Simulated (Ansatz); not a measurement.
Equation of state of Bi

```cif
data_structure
_symmetry_space_group_name_H-M 'C2/m'
_symmetry_Int_Tables_number 12
_cell_length_a 6.6726
_cell_length_b 6.1108
_cell_length_c 3.3001
_cell_angle_alpha 90.000
_cell_angle_beta 110.412
_cell_angle_gamma 90.000
_cell_volume 126.11
loop_
_atom_site_label
_atom_site_type_symbol
_atom_site_symmetry_multiplicity
_atom_site_Wyckoff_symbol
_atom_site_fract_x
_atom_site_fract_y
_atom_site_fract_z
_atom_site_occupancy
Bi1 Bi 4 i 0.75180 0.50000 0.14900 1
```

The runs use the primitive cell with vectors (3.336, -3.055, 0.000), (3.336, 3.055, 0.000), (-1.151, 0.000, 3.093) Å, to which the k mesh refers.

The structure is an experimental refinement, used without relaxation.

No spin–orbit coupling, which matters for the heavy atoms here.

Levels of theory: DFT, PBEsol, all-electron LAPW, scalar-relativistic (Ansatz 0.2.0); DFT, PBEsol, PAW with Ansatz's default frozen-core files, scalar-relativistic (Ansatz 0.2.0).

For LAPW: a Γ-centred 8×8×11 k mesh, Fermi–Dirac smearing of 0.05 eV, basis error target 0.25 meV/atom, no spin polarisation. PAW takes a cutoff of 420 eV at this cell (files made with PBE, cores remade for this functional). The Ansatz runs share mesh, smearing and spin set-up. Plane-wave (PAW) pressures include the program's estimate of the Pulay term.

The cell above is scaled evenly, with fractional coordinates and shape held.

```json
{"V/V(cell)": "0.9400", "V (Å³/atom)": "29.636", "P, LAPW (GPa)": "5.61", "P, PAW (GPa)": "5.58", "free energy over the lowest listed, PAW (meV/atom)": "41.0"}
{"V/V(cell)": "0.9405", "V (Å³/atom)": "29.652", "P, LAPW (GPa)": "5.56", "P, PAW (GPa)": "5.53", "free energy over the lowest listed, PAW (meV/atom)": "40.4"}
{"V/V(cell)": "0.9600", "V (Å³/atom)": "30.267", "P, LAPW (GPa)": "3.98", "P, PAW (GPa)": "3.95", "free energy over the lowest listed, PAW (meV/atom)": "22.3"}
{"V/V(cell)": "0.9700", "V (Å³/atom)": "30.582", "P, LAPW (GPa)": "3.23", "P, PAW (GPa)": "3.21", "free energy over the lowest listed, PAW (meV/atom)": "15.2"}
{"V/V(cell)": "0.9800", "V (Å³/atom)": "30.898", "P, LAPW (GPa)": "2.52", "P, PAW (GPa)": "2.50", "free energy over the lowest listed, PAW (meV/atom)": "9.6"}
{"V/V(cell)": "0.9900", "V (Å³/atom)": "31.213", "P, LAPW (GPa)": "1.86", "P, PAW (GPa)": "1.83", "free energy over the lowest listed, PAW (meV/atom)": "5.4"}
{"V/V(cell)": "1.0000", "V (Å³/atom)": "31.528", "P, LAPW (GPa)": "1.22", "P, PAW (GPa)": "1.20", "free energy over the lowest listed, PAW (meV/atom)": "2.4"}
{"V/V(cell)": "1.0100", "V (Å³/atom)": "31.843", "P, LAPW (GPa)": "0.62", "P, PAW (GPa)": "0.60", "free energy over the lowest listed, PAW (meV/atom)": "0.6"}
{"V/V(cell)": "1.0200", "V (Å³/atom)": "32.159", "P, LAPW (GPa)": "0.06", "P, PAW (GPa)": "0.04", "free energy over the lowest listed, PAW (meV/atom)": "0.0"}
{"V/V(cell)": "1.0300", "V (Å³/atom)": "32.474", "P, LAPW (GPa)": "-0.48", "P, PAW (GPa)": "-0.50", "free energy over the lowest listed, PAW (meV/atom)": "0.5"}
{"V/V(cell)": "1.0400", "V (Å³/atom)": "32.789", "P, LAPW (GPa)": "?", "P, PAW (GPa)": "?", "free energy over the lowest listed, PAW (meV/atom)": "?"}
{"V/V(cell)": "1.0600", "V (Å³/atom)": "33.420", "P, LAPW (GPa)": "-1.91", "P, PAW (GPa)": "-1.93", "free energy over the lowest listed, PAW (meV/atom)": "7.7"}
```

Q: Fill in the row V/V(cell) = 1.0400.

A: P, LAPW (GPa) = -0.98, P, PAW (GPa) = -1.00, free energy over the lowest listed, PAW (meV/atom) = 1.9.

Q: What do Birch–Murnaghan fits to the pressures give?

A: LAPW: V0 = 32.19 Å³/atom, B0 = 56 GPa, B0′ = 4.7; PAW: V0 = 32.18 Å³/atom, B0 = 56 GPa, B0′ = 4.7.

PAW's V0 lies -0.04 % from the all-electron value and its B0 0.0 %. With shape and internal coordinates held, B0 is an upper bound to the relaxed modulus.
